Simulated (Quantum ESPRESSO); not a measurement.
## Band energies of CsCaF$_{3}$

```
CsCaF3
1.0
    4.52053     0.00000     0.00000
    0.00000     4.52053     0.00000
    0.00000     0.00000     4.52053
F Ca Cs
3 1 1
Direct
  0.00000   0.50000   0.50000
  0.50000   0.00000   0.50000
  0.50000   0.50000   0.00000
  0.50000   0.50000   0.50000
  0.00000   0.00000   0.00000
```

PBEsol (Quantum ESPRESSO, PseudoDojo norm-conserving, 84 Ry, with spin-orbit coupling); path ΓXMΓRX,MR; energies in eV from the valence-band maximum.

```csv
k (1/Å),point,band 40,band 41,band 42,band 43,band 44,band 45,band 46,band 47
0.00,Γ,0.00,6.97,6.97,8.06,8.06,8.06,8.06,8.46
0.46,,-0.17,8.18,8.18,8.74,8.74,8.77,8.77,9.16
0.69,X,-0.26,8.62,8.62,8.91,8.91,9.04,9.04,9.51
0.93,,-0.21,8.87,8.87,8.94,8.94,9.36,9.36,9.37
1.39,M,-0.04,8.68,8.68,9.03,9.03,9.04,9.04,9.21
1.55,,-0.05,8.79,8.79,9.00,9.00,9.10,9.10,9.17
1.88,,-0.08,8.38,8.38,8.76,8.76,8.91,8.91,9.19
2.21,,-0.02,7.19,7.19,8.18,8.18,8.23,8.23,8.50
2.37,Γ,0.00,6.97,6.97,8.06,8.06,8.06,8.06,8.46
2.72,,-0.07,7.82,7.82,8.60,8.60,8.62,8.62,8.76
3.06,,-0.13,9.02,9.02,9.08,9.08,9.11,9.11,9.39
3.58,R,-0.02,8.84,8.84,8.84,8.84,8.87,8.87,10.04
3.86,,-0.07,8.80,8.80,9.02,9.02,9.13,9.13,9.93
4.14,,-0.18,8.85,8.85,9.23,9.23,9.53,9.53,9.64
4.56,X,-0.26,8.62,8.62,8.91,8.91,9.04,9.04,9.51
4.56,M,-0.04,8.68,8.68,9.03,9.03,9.04,9.04,9.21
4.73,,-0.04,8.72,8.72,9.04,9.04,9.05,9.05,9.36
5.25,R,-0.02,8.84,8.84,8.84,8.84,8.87,8.87,10.04
```

The PBEsol gap is direct, 6.97 eV at Γ. Another valence extremum on the path lies within 0.02 eV, too close to call.

The cell is held in this high symmetry; tilts and polar distortions were not searched.

Geometry of the Materials Project entry, not relaxed at this level.

The structure is a Materials Project entry; no match was found in the copy of COD used, and its stability was not checked.
